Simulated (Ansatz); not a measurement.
**How the vibrations of ScPd change with volume**

Level of theory: DFT LDA, scalar-relativistic, plane waves, PAW (Ansatz). Cutoff 420 eV, 12×12×12 k-points (Γ-centred), Fermi-Dirac smearing of 0.15 eV. No spin polarisation. Phonons by linear response, acoustic sum rule imposed.

The cell, relaxed at this level:
```
Sc Pd
1.0
     3.23088    0.00000    0.00000
     0.00000    3.23088    0.00000
     0.00000    0.00000    3.23088
Sc Pd
1 1
Direct
  0.50000 0.50000 0.50000
  0.00000 0.00000 0.00000
```

In a metal, frequencies depend on the k mesh and the smearing, soft modes most.

Cells at 0.98 and 1.02 times the equilibrium volume were relaxed in shape and atoms; γ = −d ln ν / d ln V, modes matched by rank.

Task: Give the optical frequencies at Γ (cm⁻¹) at the three volumes and the mode Grüneisen parameters.

Result:
```json
{"0.98 V": "182", "V": "173", "1.02 V": "164", "γ": "2.62", "degeneracy": "3"}
```

Task: What pressures hold the two strained cells, and what bulk modulus follows?

Result: 2.83 GPa at 0.98 V and -2.54 GPa at 1.02 V, so B = −dP/d ln V ≈ 134 GPa.